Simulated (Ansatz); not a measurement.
HfRu (CsCl type, Pm-3m) under volume change, LDA in the plane-wave PAW code Ansatz, scaled uniformly.

```
V (Å³/atom)  E − E(relaxed) (meV/atom)  P (GPa)
-----------  -------------------------  -------
14.654                           108.8    26.25
15.137                            45.6    15.99
15.620                            10.8     7.34
16.103                             0.0     0.00
16.586                             9.7    -6.26
17.069                            36.9   -11.63
17.552                            79.0   -16.24
```

Problem. What does a third-order Birch–Murnaghan fit give for V₀, B₀ and B′?

Solution. V₀ = 16.10 Å³/atom, B₀ = 227 GPa, B′ = 4.3.

The workflow started from a Materials Project entry (that database holds measured and hypothetical structures alike); the Crystallography Open Database files this formula in space group No. 221, but the cells were not matched. Its standing as an ambient phase is unchecked. Symmetry was held in the LDA relaxation; of distortions, only those at the zone centre were tested. The run is not spin-polarised. Scalar-relativistic: spin–orbit coupling is off unless named, which matters more the heavier the elements.

Potentials: the later of the program's two PAW sets.
